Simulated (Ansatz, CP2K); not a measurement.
Given: the input of a run of Ansatz 0.2.0 on BaMg6Cu. The cell comes from a database or a generator and needn't be the stable form of this composition.

File input.yaml:

```yaml
crystal:
  lattice:
    - [4.98936, 0.0, 0.0]
    - [0.0, 7.64089304, 0.0]
    - [0.0, 5.2192710519, 5.580542638]
  atoms:
    - { symbol: Ba, position: [0.5, 0.706593, 0.706593] }
    - { symbol: Cu, position: [0.5, 0.097847, 0.097847] }
    - { symbol: Mg, position: [0.0, 0.873706, 0.873706] }
    - { symbol: Mg, position: [0.0, 0.289749, 0.289749] }
    - { symbol: Mg, position: [0.0, 0.314417, 0.832941] }
    - { symbol: Mg, position: [0.0, 0.832941, 0.314417] }
    - { symbol: Mg, position: [0.5, 0.19903, 0.685714] }
    - { symbol: Mg, position: [0.5, 0.685714, 0.19903] }
hamiltonian:
  xc: lda
  pseudopotentials: { kind: paw }
kpoints:
  mp_grid: { grid: [6, 5, 5] }
scf:
  occupations: { method: gaussian, width: 0.1 }
output:
  forces: true
  stress: true
  eigenvalues: true
```

Potentials or basis: Ansatz PAW.

The run is started by

```sh
$ ansatz run input.yaml --threads 4 --pin off --max-ram 11264MiB --backend cpu --events-out ev --progress --plain --runs-dir out
```

Q: Set up the same calculation for CP2K 2026.2. Potentials or basis there: GTH_POTENTIALS Ba GTH-PADE-q10, Cu GTH-PADE-q11, Mg GTH-PADE-q10; TZVP-MOLOPT-PBE-GTH basis.

A: As run (cutoffs and basis follow the program's own potentials, and thresholds, step limits or extra output files can differ):

bamg6cu_scf.inp

```
&GLOBAL
  PROJECT bamg6cu_scf
  RUN_TYPE ENERGY_FORCE
  PRINT_LEVEL LOW
&END GLOBAL
&FORCE_EVAL
  METHOD QS
  STRESS_TENSOR ANALYTICAL
  &DFT
    BASIS_SET_FILE_NAME BASIS_MOLOPT_UZH
    POTENTIAL_FILE_NAME GTH_POTENTIALS
    &MGRID
      CUTOFF 1400
      REL_CUTOFF 60
      NGRIDS 5
    &END MGRID
    &QS
      METHOD GPW
      EPS_DEFAULT 1.0E-10
    &END QS
    &KPOINTS
      SCHEME MONKHORST-PACK 6 5 5
      GAMMA_CENTERED T
      SYMMETRY T
      SYMMETRY_BACKEND SPGLIB
    &END KPOINTS
    &SCF
      SCF_GUESS ATOMIC
      EPS_SCF 1.0E-6
      MAX_SCF 100
      ADDED_MOS 25
      CHOLESKY OFF
      EPS_EIGVAL 1.0E-7
      &DIAGONALIZATION ON
        ALGORITHM STANDARD
      &END DIAGONALIZATION
      &MIXING ON
        METHOD BROYDEN_MIXING
        ALPHA 0.4
        BETA 1.5
        NBUFFER 8
      &END MIXING
      &SMEAR ON
        METHOD GAUSSIAN
        SIGMA [eV] 0.1
      &END SMEAR
    &END SCF
    &XC
      &XC_FUNCTIONAL
        &LDA_X
        &END LDA_X
        &LDA_C_PW
        &END LDA_C_PW
      &END XC_FUNCTIONAL
    &END XC
    &PRINT
      &KPOINTS ON
      &END KPOINTS
      &MULLIKEN ON
      &END MULLIKEN
      &MO ON
        ENERGIES T
        OCCUPATION_NUMBERS T
        &EACH
          QS_SCF 0
        &END EACH
        ADD_LAST NUMERIC
      &END MO
      &E_DENSITY_CUBE ON
        STRIDE 2
      &END E_DENSITY_CUBE
      &V_HARTREE_CUBE ON
        STRIDE 2
      &END V_HARTREE_CUBE
      &ELF_CUBE ON
        STRIDE 2
      &END ELF_CUBE
    &END PRINT
  &END DFT
  &SUBSYS
    &CELL
      ABC 4.9893600000 7.6408930437 7.6408930438
      ALPHA_BETA_GAMMA 46.9159239190 90.0000000000 90.0000000000
      PERIODIC XYZ
    &END CELL
    &COORD
      Ba  2.4946800000 9.0869019307 3.9431723661
      Cu  2.4946800000 1.2583284765 0.5460393558
      Mg  0.0000000000 11.2360025337 4.8757535884
      Mg  0.0000000000 3.7262196873 1.6169566496
      Mg  0.0000000000 6.7497715196 4.6482627677
      Mg  0.0000000000 8.0054406399 1.7546174755
      Mg  2.4946800000 5.0996941744 3.8266562163
      Mg  2.4946800000 6.2782588506 1.1106954018
    &END COORD
    &KIND Ba
      BASIS_SET TZVP-MOLOPT-PBE-GTH-q10
      POTENTIAL GTH-PADE-q10
    &END KIND
    &KIND Cu
      BASIS_SET TZVP-MOLOPT-PBE-GTH-q11
      POTENTIAL GTH-PADE-q11
    &END KIND
    &KIND Mg
      BASIS_SET TZVP-MOLOPT-PBE-GTH-q10
      POTENTIAL GTH-PADE-q10
    &END KIND
    &PRINT
      &ATOMIC_COORDINATES ON
      &END ATOMIC_COORDINATES
      &CELL ON
      &END CELL
    &END PRINT
  &END SUBSYS
  &PRINT
    &FORCES ON
    &END FORCES
    &STRESS_TENSOR ON
    &END STRESS_TENSOR
  &END PRINT
&END FORCE_EVAL
```

Potentials or basis: GTH_POTENTIALS Ba GTH-PADE-q10, Cu GTH-PADE-q11, Mg GTH-PADE-q10; TZVP-MOLOPT-PBE-GTH basis.

Run with:

```console
$ OMP_NUM_THREADS=1 cp2k.psmp -i bamg6cu_scf.inp -o bamg6cu_scf.out
```

Both were run:

|  | Ansatz | CP2K |
| --- | --- | --- |
| Pressure | -2.2 GPa | -1.7 GPa |

Ansatz's pressure holds a Pulay term of +0.01 GPa for its cutoff of 420 eV, which the other run lacks.

The potentials hold 89 and 81 valence electrons a cell.

Ansatz's potentials were made for PBE.

Where Ansatz's input types no cutoff or centring, it takes its own default and a Γ-centred mesh.

The two programs' LDA may be different fits to the electron gas.

Pressure is positive in compression.
